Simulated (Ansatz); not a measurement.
Data:

Starting cell, Mo (bcc, W type):

```
CELL_PARAMETERS angstrom
     -3.16074     3.16074     3.16074
      1.58037    -1.58037     1.58037
      1.58037     1.58037    -1.58037
ATOMIC_POSITIONS crystal
  Mo 0.00000 0.00000 0.00000
  Mo 0.50000 0.00000 0.00000
```

The atoms are displaced by Q × the pattern below (from a DFPT mode at N = (0.5, 0.0, 0.0), largest move 1; Q in Å), at fixed cell. (q is in reciprocal vectors of the primitive cell; the cell shown is doubled to hold the pattern.)

```json
[
 {"atom": "Mo1", "x": "0.000", "y": "0.707", "z": "-0.707"},
 {"atom": "Mo2", "x": "0.000", "y": "-0.707", "z": "0.707"}
]
```

These are PBE (plane waves to 420 eV, PAW, scalar-relativistic; Ansatz, a quantum-chemistry and plane-wave program) values and carry that method's errors. k mesh 21×21×21 (Γ-centred), Fermi-Dirac smearing 0.05 eV. The energy includes the smearing's −TS. With partly filled bands, energies and forces of such displacements shift with the k mesh and the smearing. Mo is run without spin polarisation. Mo was relaxed with its symmetry unable to fall. The zero of ΔE is the undisplaced structure.

The scan covers Q from -0.100 to 0.100 Å in 13 points.

Problem. Is this a single well or a double well?

Solution. A single well with its minimum at or next to zero displacement.

Problem. Which space group does the distorted structure have?

Solution. Cmcm (No. 63), lowered from Im-3m.

Problem. What is the energy change at Q = 0.100 Å?

Solution. 124 meV/cell.

Problem. What harmonic wavenumber does the curvature at Q = 0 give?

Solution. 191 cm⁻¹.

(A displaced cell: forces are minus the slopes of the energy, force constants its curvatures, and phonons follow from these.)
